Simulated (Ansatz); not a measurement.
Ru:
```cif
data_Ru
_chemical_formula_sum 'Ru1'
_space_group_name_H-M_alt 'P 1'
_space_group_IT_number 1
_cell_length_a 2.64413
_cell_length_b 2.64413
_cell_length_c 2.64413
_cell_angle_alpha 109.471
_cell_angle_beta 109.471
_cell_angle_gamma 109.471
loop_
_space_group_symop_operation_xyz
  'x, y, z'
loop_
_atom_site_label
_atom_site_type_symbol
_atom_site_fract_x
_atom_site_fract_y
_atom_site_fract_z
_atom_site_occupancy
Ru1 Ru 0.00000 0.00000 0.00000 1
```

Relaxed with PBE.

Q: Which orbitals make up the states near the Fermi level in the program Ansatz at the PBE level (PAW)?

A: Within 0.5 eV of the Fermi level: Ru 4d 98 %. Projections are on Löwdin-orthogonalised atomic valence shells; empty p or d shells of many metals are not among them.

Q: Tabulate the density of states.

A: States/eV per cell of 1 atom, in 0.25 eV bins, energy from the Fermi level.

```csv
E (eV),total,Ru 4d,Ru 5s,Ru 4p
-7.85,0.01,0.00,0.01,0.00
-7.60,0.03,0.00,0.03,0.00
-7.35,0.05,0.00,0.05,0.00
-7.10,0.06,0.00,0.06,0.00
-6.85,0.08,0.00,0.07,0.00
-6.60,0.10,0.00,0.09,0.00
-6.35,0.12,0.01,0.10,0.00
-6.10,0.19,0.06,0.12,0.00
-5.85,0.68,0.48,0.19,0.01
-5.60,1.12,0.82,0.28,0.01
-5.35,1.28,1.00,0.26,0.01
-5.10,1.62,1.35,0.24,0.02
-4.85,1.79,1.57,0.19,0.02
-4.60,1.19,1.06,0.12,0.01
-4.35,1.45,1.39,0.04,0.01
-4.10,1.98,1.93,0.02,0.02
-3.85,1.95,1.91,0.02,0.02
-3.60,1.24,1.19,0.03,0.01
-3.35,1.02,0.96,0.04,0.01
-3.10,1.22,1.11,0.08,0.01
-2.85,2.38,2.12,0.19,0.03
-2.60,1.22,1.04,0.13,0.02
-2.35,0.80,0.67,0.09,0.01
-2.10,0.67,0.57,0.07,0.01
-1.85,0.64,0.55,0.06,0.01
-1.60,0.65,0.57,0.05,0.00
-1.35,0.76,0.69,0.04,0.00
-1.10,1.12,1.05,0.04,0.00
-0.85,1.37,1.30,0.03,0.00
-0.60,1.66,1.61,0.03,0.00
-0.35,1.83,1.78,0.02,0.00
-0.10,1.96,1.93,0.01,0.00
0.15,2.01,1.97,0.02,0.00
0.40,2.56,2.50,0.05,0.00
0.65,1.36,1.27,0.07,0.00
0.90,1.05,0.94,0.08,0.00
1.15,0.91,0.80,0.08,0.00
1.40,0.84,0.73,0.08,0.00
1.65,0.80,0.70,0.08,0.00
1.90,0.53,0.43,0.08,0.00
2.15,0.33,0.22,0.09,0.00
2.40,0.26,0.15,0.09,0.00
2.65,0.25,0.12,0.10,0.00
2.90,0.25,0.11,0.10,0.00
3.15,0.25,0.10,0.10,0.00
3.40,0.25,0.09,0.10,0.00
3.65,0.25,0.08,0.10,0.00
3.90,0.25,0.07,0.10,0.00
4.15,0.24,0.07,0.10,0.00
4.40,0.24,0.06,0.10,0.00
4.65,0.24,0.05,0.10,0.00
```

Space group Im-3m (bcc (W type)). The start of the workflow was typed in or built on a structure type; neither database checked (COD, Materials Project) lists it. It is not the phase usual at ambient conditions (space group No. 194). The cell was relaxed with PBE under the symmetry of its start; its stability against distortions is not shown here. No spin polarisation was allowed. Spin–orbit coupling is left out wherever it is not named.

Potentials: the earlier of the program's two PAW sets.
